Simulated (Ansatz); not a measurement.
How much do the gradients of Zn₄SnN₄ depend on the method?

Cell: a Materials Project structure (computed, not necessarily an observed phase), atoms as given.

```cif
data_Zn4SnN4
_symmetry_space_group_name_H-M 'P-1'
_symmetry_Int_Tables_number 2
_cell_length_a 5.8659
_cell_length_b 5.9920
_cell_length_c 8.6971
_cell_angle_alpha 89.751
_cell_angle_beta 73.749
_cell_angle_gamma 88.985
loop_
_atom_site_label
_atom_site_type_symbol
_atom_site_symmetry_multiplicity
_atom_site_Wyckoff_symbol
_atom_site_fract_x
_atom_site_fract_y
_atom_site_fract_z
Zn1 Zn 2 i 0.7684 0.6561 0.8464
Zn3 Zn 2 i 0.2006 0.8698 0.9476
Zn5 Zn 2 i 0.1702 0.6541 0.4533
Zn7 Zn 2 i 0.4916 0.1366 0.3758
Sn Sn 2 i 0.7191 0.6166 0.2346
N11 N 2 i 0.4702 0.8061 0.4049
N13 N 2 i 0.8502 0.8002 0.0267
N15 N 2 i 0.5541 0.3243 0.1852
N17 N 2 i 0.0143 0.5060 0.6705
```

One atom of each set is listed.

First run. Method: Kohn–Sham DFT in Ansatz, PBE, plane waves and PAW, scalar-relativistic, 420 eV cutoff, Γ-centred 5×5×4 k-points, Fermi–Dirac smearing 0.02 eV.

```json
{"site": "Zn1", "V_zz (10²¹ V/m²)": "19.00", "η": "0.07"}
{"site": "Zn3", "V_zz (10²¹ V/m²)": "18.17", "η": "0.34"}
{"site": "Zn5", "V_zz (10²¹ V/m²)": "18.58", "η": "0.37"}
{"site": "Zn7", "V_zz (10²¹ V/m²)": "18.54", "η": "0.31"}
{"site": "Sn", "V_zz (10²¹ V/m²)": "4.56", "η": "0.77"}
{"site": "N11", "V_zz (10²¹ V/m²)": "2.65", "η": "0.58"}
{"site": "N13", "V_zz (10²¹ V/m²)": "2.94", "η": "0.52"}
{"site": "N15", "V_zz (10²¹ V/m²)": "1.74", "η": "0.43"}
{"site": "N17", "V_zz (10²¹ V/m²)": "2.46", "η": "0.39"}
```

Second run. The same atoms and settings, except that spin–orbit coupling is included (fully relativistic PAW files).

Question: What does the second run give?

Answer: 

```
site   V_zz     η  change of V_zz
 Zn1  18.97  0.07           -0.03
 Zn3  18.15  0.34           -0.02
 Zn5  18.55  0.37           -0.03
 Zn7  18.51  0.31           -0.03
  Sn   4.53  0.77           -0.03
 N11   2.66  0.58           +0.01
 N13   2.96  0.52           +0.02
 N15   1.75  0.43           +0.01
 N17   2.48  0.39           +0.02
```

The largest change of V_zz is on Zn1, from 19.00 to 18.97. In per cent, |V_zz| changes by 0 on Zn, -1 on Sn, 0 to +1 on N (all sites that start above 0.5).

With a gap of 0.2 eV on this mesh, the gradients can still move by some per cent as the k-mesh gets denser.
